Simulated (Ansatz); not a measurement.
As (A7 (α-As type)), relaxed with LDA (Ansatz, a program for electronic structure, plane waves, PAW): a = b = 3.760 Å, c = 9.987 Å, α = β = 90.00°, γ = 120.00°.

```
Item                  Value
--------------------  -----
B₀ by P(V) fit (GPa)   55.4
```

Task: The same phase is relaxed and computed with PBEsol in the same code. What are the cell and these values now?

Result: a = b = 3.782 Å, c = 10.102 Å, α = β = 90.00°, γ = 120.00°.

- B₀ by P(V) fit (GPa): 50.0

All cells were relaxed under the symmetry of their starts (and spin orders); stability against distortions was not tested throughout. Scalar-relativistic: spin–orbit coupling is off unless named, which matters more the heavier the elements.

Potentials: the later of the program's two PAW sets.

Ansatz is a plane-wave DFT program.
